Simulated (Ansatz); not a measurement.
Relaxed-ion elastic tensor of ScIr₂ (cubic Laves (MgCu2 type), space group No. 227) in GPa (Voigt order), the program Ansatz at the PBEsol level (PAW); density 14.52 g/cm³, 16.37 Å³ per atom.

```tsv
	1	2	3	4	5	6
1	344	185	185	0.0	0.0	0.0
2	185	344	185	0.0	0.0	0.0
3	185	185	344	0.0	0.0	0.0
4	0.0	0.0	0.0	136	0.0	0.0
5	0.0	0.0	0.0	0.0	136	0.0
6	0.0	0.0	0.0	0.0	0.0	136
```

Q: Is the crystal mechanically stable?

A: Yes: the smallest eigenvalue of C is 136 GPa.

Q: Work out the Voigt, Reuss and Hill averages.

A: K_V = 238, K_R = 238, K_H = 238; G_V = 113, G_R = 106, G_H = 110 GPa.

Q: Give Young's modulus, Poisson's ratio, Pugh's ratio and the universal anisotropy index.

A: E = 9KG/(3K + G) = 285 GPa; ν = 0.30; K/G = 2.17 (ductile by the Pugh limit of 1.75); A_U = 5G_V/G_R + K_V/K_R − 6 = 0.35.

Q: Estimate the sound speeds and the Debye temperature.

A: v_l = √((K + 4G/3)/ρ) = 5150 m/s, v_t = √(G/ρ) = 2750 m/s, mean 3070 m/s; Θ = (h/k)(3n/4πV)^(1/3) v_m = 360 K.

Q: Give the Zener ratio and Young's modulus along [100], [110] and [111].

A: A = 2C44/(C11 − C12) = 1.71; 1/E = S11 − 2(S11 − S12 − S44/2)Γ with Γ = 0, 1/4, 1/3 gives 215, 298, 342 GPa.

Space group Fd-3m (cubic Laves (MgCu2 type)). The workflow started from an entry of the Crystallography Open Database (COD). Its standing as an ambient phase is unchecked. The PBEsol relaxation kept the symmetry of its start; of distortions, only those at the zone centre were tested, and some modes there are weakly imaginary. No spin polarisation was allowed. As this level gives no gap, shear constants depend on the k-mesh and smearing (Fermi–Dirac, 0.1 eV here). Spin–orbit coupling is left out wherever it is not named.

Potentials: the later of the program's two PAW sets.
